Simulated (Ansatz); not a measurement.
Al2Cu:
```
CELL_PARAMETERS angstrom
     -2.99758     2.99758     2.41294
      2.99758    -2.99758     2.41294
      2.99758     2.99758    -2.41294
ATOMIC_POSITIONS crystal
  Al 0.65926 0.15926 0.81853
  Al 0.84074 0.65926 0.50000
  Al 0.15926 0.34074 0.50000
  Al 0.34074 0.84074 0.18147
  Cu 0.25000 0.25000 0.00000
  Cu 0.75000 0.75000 0.00000
```

Relaxed with PBEsol.

Problem. Which orbitals make up the states near the Fermi level in plane-wave PAW PBEsol (Ansatz code)?

Solution. Within 0.5 eV of the Fermi level: Al 3p 58 %, Al 3s 23 %, Cu 3d 9 %, outside the projected shells 5 %. Projections are on Löwdin-orthogonalised atomic valence shells; empty p or d shells of many metals are not among them.

Problem. Tabulate the density of states.

Solution. States/eV per cell of 6 atoms, in 0.25 eV bins, energy from the Fermi level.

| E (eV) | total | Cu 3d | Al 3p | Al 3s |
|---|---|---|---|---|
| -7.85 | 1.18 | 0.04 | 0.62 | 0.37 |
| -7.60 | 1.24 | 0.06 | 0.65 | 0.38 |
| -7.35 | 1.34 | 0.08 | 0.70 | 0.40 |
| -7.10 | 1.42 | 0.12 | 0.74 | 0.41 |
| -6.85 | 1.47 | 0.15 | 0.75 | 0.43 |
| -6.60 | 1.63 | 0.21 | 0.80 | 0.48 |
| -6.35 | 1.84 | 0.32 | 0.85 | 0.52 |
| -6.10 | 2.04 | 0.48 | 0.88 | 0.54 |
| -5.85 | 2.44 | 0.79 | 0.92 | 0.57 |
| -5.60 | 3.28 | 1.52 | 0.97 | 0.63 |
| -5.35 | 5.21 | 3.35 | 0.99 | 0.69 |
| -5.10 | 6.21 | 4.72 | 0.81 | 0.48 |
| -4.85 | 6.57 | 5.33 | 0.77 | 0.29 |
| -4.60 | 8.13 | 6.57 | 1.02 | 0.25 |
| -4.35 | 9.95 | 8.67 | 0.85 | 0.23 |
| -4.10 | 18.28 | 16.62 | 1.18 | 0.26 |
| -3.85 | 8.37 | 7.26 | 0.67 | 0.28 |
| -3.60 | 5.71 | 4.52 | 0.74 | 0.34 |
| -3.35 | 10.03 | 8.53 | 0.97 | 0.40 |
| -3.10 | 4.11 | 2.49 | 1.08 | 0.41 |
| -2.85 | 2.97 | 1.24 | 1.25 | 0.35 |
| -2.60 | 2.19 | 0.74 | 0.99 | 0.35 |
| -2.35 | 2.33 | 0.63 | 1.18 | 0.37 |
| -2.10 | 2.35 | 0.56 | 1.26 | 0.39 |
| -1.85 | 2.37 | 0.59 | 1.29 | 0.36 |
| -1.60 | 1.96 | 0.37 | 1.12 | 0.34 |
| -1.35 | 1.86 | 0.27 | 1.14 | 0.32 |
| -1.10 | 2.03 | 0.23 | 1.31 | 0.33 |
| -0.85 | 2.13 | 0.23 | 1.32 | 0.41 |
| -0.60 | 2.55 | 0.31 | 1.47 | 0.56 |
| -0.35 | 2.38 | 0.25 | 1.37 | 0.55 |
| -0.10 | 2.17 | 0.20 | 1.25 | 0.51 |
| 0.15 | 1.76 | 0.15 | 1.00 | 0.43 |
| 0.40 | 1.66 | 0.12 | 0.99 | 0.38 |
| 0.65 | 1.60 | 0.11 | 0.98 | 0.35 |
| 0.90 | 1.50 | 0.09 | 0.92 | 0.32 |
| 1.15 | 1.64 | 0.10 | 0.96 | 0.37 |
| 1.40 | 1.92 | 0.12 | 1.07 | 0.43 |
| 1.65 | 1.80 | 0.11 | 0.91 | 0.44 |
| 1.90 | 2.11 | 0.12 | 1.00 | 0.50 |
| 2.15 | 2.27 | 0.12 | 1.10 | 0.51 |
| 2.40 | 2.57 | 0.12 | 1.25 | 0.58 |
| 2.65 | 2.90 | 0.12 | 1.42 | 0.66 |
| 2.90 | 2.56 | 0.09 | 1.26 | 0.58 |
| 3.15 | 2.44 | 0.08 | 1.20 | 0.56 |
| 3.40 | 2.49 | 0.08 | 1.23 | 0.57 |
| 3.65 | 2.72 | 0.07 | 1.33 | 0.64 |
| 3.90 | 2.44 | 0.06 | 1.19 | 0.54 |
| 4.15 | 2.42 | 0.05 | 1.17 | 0.52 |
| 4.40 | 2.36 | 0.05 | 1.15 | 0.49 |
| 4.65 | 2.76 | 0.05 | 1.38 | 0.52 |

Space group I4/mcm. Symmetry was held in the PBEsol relaxation. No spin polarisation was allowed.

Potentials: the later of the program's two PAW sets.
